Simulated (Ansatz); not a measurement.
ScCu (Pm-3m), a sublattice moved along a line

Computed with DFT PBEsol, scalar-relativistic, plane waves, PAW in Ansatz. Settings: plane waves to 420 eV, k-mesh 14×14×14 (Γ-centred), Gaussian smearing 0.15 eV. No spin polarisation. Energies are free energies at this smearing, counted from the undisturbed cell; pressure is positive in compression.

Reference structure (as given, not relaxed at this level; it stands at -3.9 GPa, and it needn't be the usual structure):

```
CELL_PARAMETERS angstrom
3.25600 0.00000 0.00000
0.00000 3.25600 0.00000
0.00000 0.00000 3.25600
ATOMIC_POSITIONS crystal
Sc 0.50000 0.50000 0.50000
Cu 0.00000 0.00000 0.00000
```

Every Sc atom is moved by x along the Cartesian unit vector (0.000, 0.000, 1.000); the cell and all other atoms stay fixed. The cell is metallic on the mesh throughout.

| x (Å) | ΔE (meV/cell) | force along x on the moved atoms (eV/Å) | pressure (GPa) |
| --- | --- | --- | --- |
| -0.1000 | 15.3 | ? | ? |
| -0.0500 | 3.8 | 0.15 | -3.8 |
| 0.0000 | 0.0 | 0.00 | -3.9 |
| 0.0125 | 0.2 | -0.04 | -3.9 |
| 0.0250 | 1.0 | -0.08 | -3.9 |
| 0.0375 | 2.1 | ? | ? |
| 0.0625 | 6.0 | -0.19 | -3.8 |
| 0.0750 | 8.6 | -0.23 | -3.7 |
| 0.0875 | 11.7 | -0.27 | -3.7 |

By symmetry 0.1000 repeats -0.1000, -0.0750 repeats 0.0750, 0.0500 repeats -0.0500, -0.0250 repeats 0.0250 in energy, with the opposite slope along the path.

(1) Give the withheld values.

Results:

(1) force along x on the moved atoms (eV/Å) at x (Å) = -0.1000: 0.31; pressure (GPa) at x (Å) = -0.1000: -3.6; force along x on the moved atoms (eV/Å) at x (Å) = 0.0375: -0.11; pressure (GPa) at x (Å) = 0.0375: -3.8.